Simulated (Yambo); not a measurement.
G0W0@LDA for Cs$_{2}$NaYF$_{6}$ (space group Fm-3m, No. 225) in Yambo. Reference settings: 2×2×2 Γ-centred k mesh, bands 2 to 286 and a 7 Ry block in the screening, 286 bands in G with the Bruneval-Gonze terminator, plasmon pole fitted at 27.2 eV. The LDA gap Γ → Γ on this mesh is 6.54 eV; G0W0 gaps are taken between the same points.

```csv
change from the reference,G0W0 gap Γ → Γ (eV),shift of the valence edge (eV)
reference settings,10.26,-2.23
"224 bands in W, 224 bands in G, 2 Ry block",11.11,-3.15
exchange cut at 5 Ry,6.91,2.15
"161 bands in W, 161 bands in G, 2 Ry block",11.21,-3.15
"113 bands in W, 113 bands in G, 6 Ry block",10.58,-2.17
"113 bands in W, 113 bands in G, 3 Ry block, no terminator",10.94,-2.45
4×4×4 mesh,10.26,-2.28
"224 bands in W, 224 bands in G, 3 Ry block",?,-2.60
```

Problem. Estimate the withheld gaps from the other rows; the computed values follow.

Solution. 
- 224 bands in W, 224 bands in G, 3 Ry block, G0W0 gap Γ → Γ (eV): 10.59

The reference isn't shown to be the converged limit.

Geometry of the Materials Project entry, not relaxed at this level; primitive cell a = b = c = 6.5064 Å, α = β = γ = 60.00°.

A shift is the quasiparticle energy of the state minus its LDA energy.
